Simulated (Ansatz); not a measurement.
Given:

ZrIr:
```cif
data_Ir4Zr4
_chemical_formula_sum 'Zr4 Ir4'
_space_group_name_H-M_alt 'Cmcm'
_space_group_IT_number 63
_space_group_name_Hall '-C 2c 2'
_cell_length_a 3.12121
_cell_length_b 10.07801
_cell_length_c 4.43366
_cell_angle_alpha 90.000
_cell_angle_beta 90.000
_cell_angle_gamma 90.000
loop_
_atom_site_label
_atom_site_type_symbol
_atom_site_symmetry_multiplicity
_atom_site_Wyckoff_symbol
_atom_site_fract_x
_atom_site_fract_y
_atom_site_fract_z
_atom_site_occupancy
Zr1 Zr 4 c 0.00000 0.35683 0.25000 1
Ir1 Ir 4 c 0.00000 0.09189 0.25000 1
```
(The calculation used a cell of 4 atoms; values per cell refer to that cell.)

This is the LDA-relaxed structure.

Problem. All from DFT-LDA in the program Ansatz with PAW potentials, unless another level is named. Estimate the formation energy from the elements (no fitted shifts).

Solution. -0.85 eV/atom.

Problem. What about the density of states at the Fermi level?

Solution. 0.62 states/eV per atom (mean over ±0.08 eV).

The start of the workflow was typed in or built on a structure type; the Crystallography Open Database copy checked does not list it. COD files the formula under space group No. 221, so this cell is another polymorph or a model. Whether it is the stable phase at ambient conditions was not checked. The LDA relaxation kept the symmetry of its start; whether a distortion lowers the energy is not shown. No spin polarisation was allowed. The references are the lowest solids computed at this level, not always the standard phases. Scalar-relativistic: spin–orbit coupling is off unless named, which matters more the heavier the elements.

Potentials: the earlier of the program's two PAW sets.
